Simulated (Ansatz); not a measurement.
S:
```
S
1.0
    8.22342     0.00000     0.00000
   -4.11171     7.12169     0.00000
    0.00000     0.00000     2.07541
S
3
Direct
  0.00000   0.00000   0.00000
  0.33333   0.66667   0.50000
  0.66667   0.33333   0.50000
```

Relaxed with PBE. Special points in fractions of this cell's reciprocal vectors: Γ (0.000, 0.000, 0.000); M (0.500, 0.000, 0.000); K (0.333, 0.333, 0.000); A (0.000, 0.000, 0.500); L (0.500, 0.000, 0.500); H (0.333, 0.333, 0.500).

Task: List the band energies nearest the Fermi level at these points for the program Ansatz at the PBE level (PAW).

Result: In eV from the Fermi level; about four levels below and three above (degenerate sets whole), none deeper than 8.9 eV; points with the same levels are listed once.

```
k                                below                     above
-  -----------------------------------  ------------------------
Γ  -4.24 -4.24 -4.24 -4.24 -3.89 -3.89  3.27 6.40 6.40 6.40 6.40
M        -4.19 -4.19 -4.00 -3.98 -3.98            4.53 4.53 4.94
K  -4.27 -4.27 -4.27 -3.97 -3.97 -3.97            4.67 4.67 4.67
A              -8.19 -8.19 -8.19 -8.19       1.20 1.20 1.26 1.26
L        -8.21 -8.20 -8.20 -8.19 -8.19       1.19 1.23 1.26 1.26
H  -8.21 -8.21 -8.21 -8.20 -8.20 -8.20  1.18 1.26 1.26 1.26 1.26
```

Space group P6/mmm. The cell is a constructed one: a structure type filled with these elements; neither database checked (COD, Materials Project) lists it. It is not the phase usual at ambient conditions (space group No. 70). Symmetry was held in the PBE relaxation; its stability against distortions is not shown here. A crystal of weakly bound units computed without a dispersion correction: the cell and the soft elastic constants depend strongly on that.

Potentials: the later of the program's two PAW sets.
